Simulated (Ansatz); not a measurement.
Phonons of EuS₂ in the fluorite structure

Level of theory: DFT, PBEsol, scalar-relativistic, collinear spin; plane waves to 420 eV with PAW datasets (Ansatz 0.2.0), Gaussian smearing of 0.15 eV. The datasets are Ansatz's generated set soft_2.

```
CELL_PARAMETERS angstrom
0.00000 3.25973 3.25973
3.25973 0.00000 3.25973
3.25973 3.25973 0.00000
ATOMIC_POSITIONS crystal
Eu 0.00000 0.00000 0.00000
S 0.25000 0.25000 0.25000
S 0.75000 0.75000 0.75000
```

The structure was built from a prototype; whether the compound forms in it isn't claimed.

Moments typed, the run going on from the state of an earlier one (μB, in the order of the atoms): 6.89, 0.0, 0.0.

The spin moment ends at 5.68 μB for each cell as shown.

Force constants come from finite displacements in a 2×2×2 supercell (the unit cell's 10×10×10 k-mesh, folded to it); the long-range dipole term is not included. Points in reciprocal vectors of this cell: Γ = (0.000, 0.000, 0.000), X = (0.500, 0.000, 0.500), U = (0.625, 0.250, 0.625), K = (0.375, 0.375, 0.750), L = (0.500, 0.500, 0.500), W = (0.500, 0.250, 0.750).

Frequencies at the named points (cm⁻¹, imaginary ones negative):
```tsv
point	ω (cm⁻¹)
Γ	0 0 0 176 176 176 209 209 209
X	62 62 75 147 147 166 201 221 221
U	48 57 58 146 148 166 198 204 207
K	48 57 58 146 148 166 198 204 207
L	-35 -35 48 150 150 163 173 180 180
W	50 55 55 139 152 184 184 201 210
```

Q: Is the structure dynamically stable along this path, and where does the spectrum end?

A: No: a branch is imaginary, down to 35i cm⁻¹ at L. The highest frequency is 221 cm⁻¹, at X. Points that don't fit the supercell are interpolated.

The crystal is a metal or nearly so; low and unstable modes depend on mesh and smearing.

It ran for 7.7 min on 4 threads of Arm Neoverse V2 (shared host), peak memory 4.8 GiB.

Without a U the 4f levels of Eu lie too near the Fermi level, so their share of the states there, and what hangs on it, is overstated. For elements this heavy, spin–orbit coupling would shift levels and gaps; it isn't included here. Site moments are of spin, integrated over atomic spheres. Only parallel moments were tried, so the real magnetic order may be another.
